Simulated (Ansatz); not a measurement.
An element in the bcc structure gives these cold pressures by all-electron LAPW under LDA (Ansatz 0.2.0, scalar-relativistic, no spin polarisation).

| V (Å³/atom) | P (GPa) |
| --- | --- |
| 21.58 | 0.02 |
| 19.85 | 3.86 |
| 18.13 | 9.64 |
| 16.40 | 18.46 |
| 14.67 | 32.2 |
| 12.95 | 54.4 |
| 11.22 | 91.8 |
| 9.71 | 148.0 |

Q: Which element is it?

A: Mg. Its zero-pressure volume in this structure is near 21.6 Å³/atom; the volume and the steepness of P(V) together point to it, though neighbours can come close. Other candidates weren't computed, and some may come near.
